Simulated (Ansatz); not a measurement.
# Structure relaxation, Ni

The start is a randomly generated symmetric cell of Ni (space group No. 65). The cell and all atomic positions are relaxed at zero pressure with PBEsol (plane waves to 420 eV, PAW, scalar-relativistic; Ansatz, a first-principles code). The first steps use a coarse 18×18×14 k-mesh.

Initial structure:
```
CELL_PARAMETERS angstrom
      0.95245    -2.60749     0.00000
      0.95245     2.60749     0.00000
      0.00000     0.00000     2.22584
ATOMIC_POSITIONS crystal
  Ni 0.00000 0.00000 0.00000
```
Spin-polarised start, with parallel moments on Ni.

```json
{
 "initial_pressure": "+50.1 GPa (positive: the cell is compressed)",
 "energy_released": "1.24 eV/atom",
 "Shortest distances (start → end)": "The closest pairs of elements (up to four, under 3.6 Å), start → end: Ni–Ni 1.90 → 2.31 Å",
 "band_gap_at_the_end": "zero (metallic)",
 "optimiser_moves": "14"
}
```

Relaxed structure:

```cif
data_Ni
_chemical_formula_sum 'Ni1'
_space_group_name_H-M_alt 'P6/mmm'
_space_group_IT_number 191
_space_group_name_Hall '-P 6 2'
_cell_length_a 2.37163
_cell_length_b 2.37163
_cell_length_c 2.30743
_cell_angle_alpha 90.000
_cell_angle_beta 90.000
_cell_angle_gamma 120.000
loop_
_atom_site_label
_atom_site_type_symbol
_atom_site_symmetry_multiplicity
_atom_site_Wyckoff_symbol
_atom_site_fract_x
_atom_site_fract_y
_atom_site_fract_z
_atom_site_occupancy
Ni1 Ni 1 a 0.00000 0.00000 0.00000 1
```

Final values are on a 22×22×20 k-mesh of the relaxed cell. Spin state reached: ferromagnetic (net 0.46 μB/atom), from parallel starting moments; other spin orders were not run from this start.

The run could not lower the symmetry of its start; a shaken copy of this end point relaxes with PBEsol to Fm-3m (No. 225), 0.45 eV/atom lower.

The relaxed structure here is a generated cell of Ni: the first start was made by a random draw of sites in a space group, and the end was not matched to a known phase here, so it may be hypothetical. Known forms of Ni include space group No. 225.
